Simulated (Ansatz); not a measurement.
The relaxed structure here is a generated cell of BaTe2: the first start was made by placing the elements on the sites of a structure type, and the end was not matched to a known phase here, so it may be hypothetical.

A relaxed structure of BaTe2. Space group Pnma (No. 62). Method: PBE (plane waves to 420 eV, PAW, scalar-relativistic; Ansatz, a quantum-chemistry and plane-wave program).

Space group Pnma (No. 62); a = 9.996 Å, b = 5.070 Å, c = 9.987 Å, α = β = γ = 90.00°

```tsv
atom	site	symmetry	x	y	z
Te	4c	.m.	0.1298	0.2500	0.0600
Te	4c	.m.	0.3803	0.2500	0.1993
Ba	4c	.m.	0.1411	0.7500	0.3004
```

**Question.** What is the computed band gap (PBE)?

**Answer.** 1.08 eV, direct within 0.03 eV (at k = (0, 0, 0.3333)) (no spin-orbit coupling).

**Question.** Predict the smallest direct gap from PBE.

**Answer.** 1.10 eV at k = (0, 0, 0.3333).

The relaxed cell holds bonded Te–Te pairs (2.86 Å). No spin polarisation in the result. Spin-orbit coupling is missing; with elements this heavy it can move band edges by tenths of an eV or more.

The run could not lose the symmetry of its start: the end is stationary, and may be a saddle point rather than a minimum.
